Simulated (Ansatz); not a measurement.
Profile along the Al–Ni line in AlNi3 (Cu3Au type)

AlNi3 (Cu3Au type)

```xyz
4
Lattice="3.5261 0.0000 0.0000 0.0000 3.5261 0.0000 0.0000 0.0000 3.5261" Properties=species:S:1:pos:R:3 pbc="T T T"
Al     0.0000     0.0000     0.0000
Ni     0.0000     1.7631     1.7631
Ni     1.7631     0.0000     1.7631
Ni     1.7631     1.7631     0.0000
```

Fields along a shortest Al–Ni line of a {110} plane (2.49 Å), from Al to Ni, interpolated on the slice's grid (step about 0.2 Å). Method: r2SCAN (plane waves to 500 eV, PAW, scalar-relativistic; Ansatz, a first-principles code). k mesh 13×13×13. Inside the PAW spheres the values are not all-electron values, and peaks at nuclei hang on which shells count as valence. AlNi3 was relaxed with its symmetry unable to fall. Relaxed AlNi3 ends ferromagnetic. Other magnetic orders were not checked, so this need not be the ground state.

```
distance from Al (Å)  valence electron density (e/Å³)  spin density, up minus down (e/Å³)  electron localisation function  ELF of the up spins  ELF of the down spins
--------------------  -------------------------------  ----------------------------------  ------------------------------  -------------------  ---------------------
0.00                                             0.06                                0.00                               x                    x                      x
0.12                                             0.06                                0.00                               x                    x                      x
0.25                                             0.06                                0.00                               x                    x                      x
0.37                                             0.07                                0.00                               x                    x                      x
0.50                                             0.10                                0.00                               x                    x                      x
0.62                                             0.14                                0.00                            0.10                 0.10                   0.10
0.75                                             0.19                                0.00                            0.27                 0.27                   0.27
0.87                                             0.23                               -0.01                            0.42                 0.42                   0.42
1.00                                             0.26                               -0.01                            0.48                 0.48                   0.48
1.12                                             0.28                               -0.01                            0.46                 0.45                   0.46
1.25                                             0.30                               -0.01                            0.38                 0.37                   0.38
1.37                                             0.35                               -0.01                            0.28                 0.27                   0.29
1.49                                             0.46                               -0.01                            0.22                 0.21                   0.23
1.62                                             0.73                               -0.01                            0.22                 0.21                   0.23
1.74                                             1.47                               -0.01                            0.26                 0.24                   0.27
1.87                                             3.46                               -0.01                            0.31                 0.30                   0.33
1.99                                             8.20                                0.02                               x                    x                      x
2.12                                            18.07                                0.25                               x                    x                      x
2.24                                            34.48                                0.75                               x                    x                      x
2.37                                            52.45                                1.32                               x                    x                      x
2.49                                            60.65                                1.61                               x                    x                      x
```

x: too close to a nucleus for the ELF to mean much.

Density on the Al–Ni line (2.49 Å) at its midpoint: 0.30 e/Å³. ELF at that point: 0.38.
